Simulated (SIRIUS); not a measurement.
SIRIUS run on TePb2Se (P1, 4 atoms in the cell; from Materials Project mp-1217291, changed as shown): self-consistent single point.

All values come from this method and carry its errors: LDA (PW92), FP-LAPW (LAPW with two local orbitals a valence shell; core below -3 Ha), all-electron full potential with ZORA scalar-relativistic valence and Dirac core (SIRIUS).

The change in words: atoms moved at random. Reference geometry (R-3m):
```
CELL_PARAMETERS angstrom
      2.20957     1.27570     7.21250
     -2.20957     1.27570     7.21250
      0.00000    -2.55140     7.21250
ATOMIC_POSITIONS crystal
  Te 0.50000 0.50000 0.50000
  Pb 0.74470 0.74470 0.74470
  Pb 0.25530 0.25530 0.25530
  Se 0.00000 0.00000 0.00000
```

Reference input (self-consistent single point, DFT, LDA (PW92), FP-LAPW (LAPW with two local orbitals a valence shell; core below -3 Ha), all-electron full potential with ZORA scalar-relativistic valence and Dirac core): parameters.ngridk = 6 6 6; basis = LAPW with two local orbitals a valence shell, core below -3 Ha; unit_cell.atom_type_rmt = {Te: 2.4, Pb: 2.4, Se: 2.4} bohr; parameters.xc_functionals = [XC_LDA_X, XC_LDA_C_PW]; parameters.aw_cutoff = 7; parameters.pw_cutoff = 16 1/bohr; parameters.smearing = fermi_dirac; parameters.smearing_width = 0.000734986 Ha; parameters.electronic_structure_method = full_potential_lapwlo; parameters.lmax_apw = 8; parameters.lmax_rho = 8; parameters.lmax_pot = 8. This run's input differs from it in these lines:

```diff
@@ -54,10 +54,10 @@
       "Te": [
-        [0.5, 0.5, 0.5]
+        [0.489583, 0.500109, 0.51099]
       ],
       "Pb": [
-        [0.744696, 0.744696, 0.744696],
-        [0.255304, 0.255304, 0.255304]
+        [0.760121, 0.744514, 0.729519],
+        [0.264062, 0.258632, 0.245712]
       ],
       "Se": [
-        [0.0, 0.0, 0.0]
+        [-0.013767, -0.003255, 0.013779]
       ]
```

Output (repeated stretches shortened):

```
[find] density tolerance         : 1e-06
[find] total energy tolerance    : 1e-07
[find] iter_solver_tol (initial) : 0.01
[find] iter_solver_tol (target)  : 1e-13
[find] num_dft_iter              : 100
Charges and magnetic moments
--------------------------------------------------------------------------------
atom      charge    core leakage
--------------------------------------------------------------------------------
   0   49.317368    0.000000e+00
   1   79.428513    0.000000e+00
   2   79.432115    0.000000e+00
   3   32.278592    0.000000e+00

total core leakage    : 0.00000000e+00
interstitial charge   : 9.543412
   [... lines left out ...]
[find]    3   32.449351    5.984729e-05
[find] total core leakage    : 1.68286972e-02
[find] interstitial charge   : 9.531576
[find] total charge          : 249.983166
[find] Energy
[find] smearing (-TS)                 :      -0.00000001
[find] Total energy                   :  -51053.21132142 (Ha), -102106.42264283 (Ry)
[find] Free energy (E-TS)             :  -51053.21132142 (Ha), -102106.42264285 (Ry)
[find] band gap (eV)                  :       0.40484538
[find] Efermi                         :       0.19021247
[find] iteration : 15, RMS (target) : 7.3190e-07 (1.0000e-06) , energy difference (target) : 1.1642e-10 (1.0000e-07)
[find] converged after 16 SCF iterations!
Warning in function "check_num_electrons" at src/density/density.cpp:1179
wrong number of electrons
  obtained value : 249.983
  target value : 250
  difference : 0.0168341
  total core leakage : 0.0168287
    atom class : 0, core leakage : 0.00124672
    atom class : 1, core leakage : 0.00775909
    atom class : 2, core leakage : 0.00776303
    atom class : 3, core leakage : 5.98473e-05
[find] Charges and magnetic moments
[find] atom      charge    core leakage
[find]    0   49.378700    1.246725e-03
[find]    1   79.309961    7.759090e-03
[find]    2   79.313579    7.763035e-03
[find]    3   32.449351    5.984729e-05
[find] total core leakage    : 1.68286972e-02
[find] interstitial charge   : 9.531576
[find] total charge          : 249.983166
[find] Energy
   [... lines left out ...]
[find] Free energy (E-TS)             :  -51053.21132142 (Ha), -102106.42264285 (Ry)
[find] band gap (eV)                  :       0.40484538
   [... lines left out ...]
[find] Efermi                         :       0.19021247
[ground_state] ==== total Forces in Ha/bohr =====
[ground_state] atom:    0, force:       0.0006678      0.0003548     -0.0011991
[ground_state] atom:    1, force:      -0.0009716     -0.0012584      0.0003791
[ground_state] atom:    2, force:       0.0000483     -0.0006234     -0.0005507
[ground_state] atom:    3, force:       0.0002188      0.0014483      0.0013572
```

The run converged in 16 iterations. Against the reference run the free energy rises by 1.5 meV/atom, the largest force goes from 0.042 to 0.103 eV/Å and the gap on the mesh goes from 0.377 to 0.405 eV.

Spin-orbit coupling is left out, which matters for bands and gaps with elements this heavy. The structure comes from a collection of computed structures, made at another level of theory; the collection holds predicted forms beside known ones. Its lattice was then scaled. Values depend on the basis (sphere radii, cutoffs, local orbitals), which need not be converged.

Cost on one core: roughly 5 core-minutes.

The gap that the log prints is read on the run's mesh, which can miss the band edges or a crossing.
